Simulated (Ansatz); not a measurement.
Consider the following.

BaTiO₃:
```
CELL_PARAMETERS angstrom
      2.78810     1.60971     2.28050
     -2.78810     1.60971     2.28050
      0.00000    -3.21942     2.28050
ATOMIC_POSITIONS crystal
  Ba 0.99893 0.99893 0.99893
  Ti 0.50753 0.50753 0.50753
  O  0.48958 0.98546 0.48958
  O  0.48958 0.48958 0.98546
  O  0.98546 0.48958 0.48958
```

This is the LDA-relaxed structure. Tensor components refer to the Cartesian frame of this cell.

Task: All from LDA in the plane-wave PAW code Ansatz, unless another level is named. Predict the band gap.

Result: 2.15 eV (indirect).

Task: Predict the smallest direct gap on the standard path.

Result: 2.34 eV.

Task: Next, the electron effective mass, band 1 of 2 at the edge?

Result: 1.7 along x, 0.66 along z (mₑ).

Task: Next, the valence-band maximum?

Result: at T.

Space group R3m. This is a known low-temperature phase of the composition, computed here at zero pressure and temperature. The cell was relaxed with LDA under the symmetry of its start; whether a distortion lowers the energy is not shown. No spin polarisation was allowed. Spin–orbit coupling is left out wherever it is not named.

Potentials: the earlier of the program's two PAW sets. The files were generated under PBE; for other functionals the program regenerates the frozen cores, and for LDA and PBEsol the local potential too.
